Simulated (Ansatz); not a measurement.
FeBiO3 in space group Amm2 (No. 38; Bi on 2b, Fe on 2a, O on 2b, O on 4d), PBE in the plane-wave PAW code Ansatz. The conduction-band minimum lies at S, with 2 equivalent valleys. Second derivatives d²E/dk² of the lowest band at one valley (eV·Å²), along Cartesian directions:

| direction | d²E/dk² |
|---|---|
| [100] | 2.987 |
| [010] | 1.514 |
| [001] | 1.680 |
| [110] | 2.250 |
| [101] | 2.335 |
| [011] | 2.273 |

Question: Find the principal effective masses, the density-of-states mass and the conductivity mass.

Answer: Off-diagonal terms follow from H_xy = H[110] − (H_xx + H_yy)/2, and m*/mₑ = 7.620 eV·Å² over each eigenvalue: 2.6, 3.3, 8.3. One valley's DOS mass (m₁m₂m₃)^(1/3) = 4.1, conductivity mass 3/(Σ 1/mᵢ) = 3.7 mₑ.

Question: What effective density of states Nc follows at 300 K for parabolic valleys?

Answer: Nc = 2.509e19 × 2 × (4.1)^(3/2) ≈ 4.2e20 cm⁻³.

The start of the workflow was typed in or built on a structure type; neither database checked (COD, Materials Project) lists it. It is not the phase usual at ambient conditions (space group No. 161). Symmetry was held in the PBE relaxation, as lowered by the spin order; its stability against distortions is not shown here. Magnetic state: antiferromagnetic, chosen from 5 collinear starts compared on coarse meshes (ties went to the first, and starts can fall back to one state), not a proven ground state. No Hubbard U is applied. Point labels and valley counts follow the cell and symmetry of the run, lower than the named group. Spin–orbit coupling is left out wherever it is not named.

Potentials: the later of the program's two PAW sets.

Edges and masses are those of Kohn–Sham bands, whose gap is no quasiparticle gap.
